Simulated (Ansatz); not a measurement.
Values for one crystal, relaxed and computed with r²SCAN in the plane-wave PAW code Ansatz; other levels are named.

- Volume per atom = 30.07 Å³
- Electronic character = metallic (no gap)
- Bulk modulus (Birch–Murnaghan fit) = 31.1 GPa
- Mechanical stability = stable (all eigenvalues of C positive)
- Debye temperature from the elastic constants = 71.9 K
- Elastic constants (relaxed ions, GPa) = C11 = 35.6, C12 = 30.3, C13 = 27.4, C33 = 47.5, C44 = 7.0
- Gap with spin–orbit coupling = none (metallic)

**Question.** Pick the material that matches.
A) Rb, bcc (W type)
B) Fe, bcc (W type)
C) Tl, hcp (Mg type)
D) Eu, bcc (W type)

**Answer.** C, Tl, hcp (Mg type)

Space group P6_3/mmc (hcp (Mg type)). The cell was relaxed with r²SCAN under the symmetry of its start; of distortions, only those at the zone centre were tested. As this level gives no gap, shear constants depend on the k-mesh and smearing (Fermi–Dirac, 0.1 eV here). Scalar-relativistic: spin–orbit coupling is off unless named, which matters more the heavier the elements.

Potentials: the later of the program's two PAW sets.
